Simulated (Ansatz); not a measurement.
Ge2Sb2Te5 (P-3m1) was relaxed and computed twice in Ansatz (plane waves, PAW), once with LDA and once with r²SCAN+D4.

```tsv
	run 1	run 2
cell	a = 4.177 Å, b = 4.177 Å, c = 16.882 Å, α = 90.00°, β = 90.00°, γ = 120.00°	a = 4.2185 Å, b = 4.2185 Å, c = 17.9462 Å, α = 90.00°, β = 90.00°, γ = 120.00°
ΔH_f (eV/atom)	-0.08	-0.07
K_Hill (GPa)	43.9	27.8
G_Hill (GPa)	26.4	18.5
highest Γ mode, no LO–TO term (cm⁻¹)	183	189
Θ_D (K)	215	183
```

Which run used which functional?

Run 1 is LDA, run 2 is r²SCAN+D4.

Weakly bound layers, chains or molecules computed without a dispersion correction, so cells and soft constants are ill determined: Ge2Sb2Te5, P-3m1 (Pearson symbol hP9) with LDA. All cells were relaxed under the symmetry of their starts (and spin orders); stability against distortions was not tested throughout. Scalar-relativistic: spin–orbit coupling is off unless named, which matters more the heavier the elements.

Potentials: the later of the program's two PAW sets.

Ansatz (a quantum-chemistry and plane-wave program) is a plane-wave DFT program.

Formation energies count from the lowest solids of the elements computed at the same level, not from gases.
